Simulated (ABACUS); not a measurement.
A self-consistent single point of TePb (Fm-3m, 8 atoms in the cell; from Materials Project mp-19717, changed as shown).

```xyz
8
Lattice="6.4110 0.0000 0.0000 0.0000 6.4110 0.0000 0.0000 0.0000 6.4110" Properties=species:S:1:pos:R:3 pbc="T T T"
Te     0.0000     0.0000     0.0000
Te     0.0000     3.2055     3.2055
Te     3.2055     0.0000     3.2055
Te     3.2055     3.2055     0.0000
Pb     3.2055     0.0000     0.0000
Pb     3.2055     3.2055     3.2055
Pb     0.0000     0.0000     3.2055
Pb     0.0000     3.2055     0.0000
```

Computed with PBE, numerical atomic orbitals TZDP (confined pseudo-atomic orbitals with Gaussian additions; energy shift 0.01 Ry), PseudoDojo 0.5 standard norm-conserving PBE (tails mended) pseudopotentials run with ABACUS.

ABACUS settings:

- basis = TZDP numerical atomic orbitals, energy shift 0.01 Ry
- KPT = Gamma 4 4 4 0 0 0
- basis_type = lcao
- ecutwfc = 100 Ry
- smearing_method = fd
- smearing_sigma = 0.00367493 Ry
- potentials = PseudoDojo 0.5 standard norm-conserving PBE (tails mended)
- symmetry = 1
- symmetry_prec = 1e-05
- ks_solver = genelpa
- scf_nmax = 100
- scf_thr = 1.0e-07
- mixing_type = broyden
- mixing_beta = 0.7

Results:

- Number of valence electrons: 120
- Number of bands: 73
- Number of k-points after the program's reduction: 10
- Size of the basis: 312
- Number of SCF iterations: 9
- Free energy E − TS: -19014.4536 eV
- Top of the valence band (on the code's own zero): 9.48 eV
- Gap on the k-point mesh: 0.74 eV
- Pressure: 3.03 GPa

Stress (GPa, positive for compression):
```
3.03  0.00  0.00
0.00  3.03  0.00
0.00  0.00  3.03
```

Gaps are taken between levels on the mesh.

For comparison: a first run was changed to give this one (lattice scaled by 0.98), and from it to this one the free energy rises by 19.3 meV/atom, the pressure goes from 0.13 to 3.03 GPa and the gap on the mesh goes from 0.859 to 0.745 eV.

Spin-orbit coupling is left out, which matters for bands and gaps with elements this heavy. The atom-centred basis is finite, which shifts total energies, pressures and gaps against plane waves. The structure comes from a collection of computed structures, made at another level of theory; the collection holds predicted forms beside known ones.

Cost on one core: around 70 core-seconds (rough).

The atomic orbitals were generated for these runs; they are not ABACUS's published sets and were checked against plane waves on a few crystals only.

“Tails mended”: in these copies of the files the far tail of each local potential was reset to the Coulomb form.
